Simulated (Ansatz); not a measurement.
The relaxed structure here is a generated cell of W: the first start was made by a random draw of sites in a space group, and the end was not matched to a known phase here, so it may be hypothetical. Known forms of W include space group No. 229.

One starting cell of W (a randomly generated symmetric cell of W (space group No. 217)) was relaxed twice with Ansatz (plane waves, PAW, scalar-relativistic): with r2SCAN at 500 eV and with PBE at 420 eV. The r2SCAN result:

```xyz
4
Lattice="-2.5891 2.5891 2.5891 2.5891 -2.5891 2.5891 2.5891 2.5891 -2.5891" Properties=species:S:1:pos:R:3 pbc="T T T"
W      1.0779     1.0779     1.0779
W      1.5112     1.5112    -1.5112
W      1.5112    -1.5112     1.5112
W     -1.5112     1.5112     1.5112
```

```csv
quantity,r2SCAN,PBE
space group,I-43m,I-43m
volume (Å³/atom),17.36,(withheld)
a (Å),5.178,(withheld)
"gap (eV, no spin-orbit coupling)",0.00,(withheld)
```

Q: What does PBE give for the same quantities?

A: 
- volume (Å³/atom), PBE: 17.62
- a (Å), PBE: 5.204
- gap (eV, no spin-orbit coupling), PBE: 0.00

Both levels end in the same structure; PBE's volume is 1.5 % larger. Neither column is exact.

No spin polarisation in the result.

The run could not lose the symmetry of its start: the end is stationary, and may be a saddle point rather than a minimum.

Ansatz is a first-principles code.
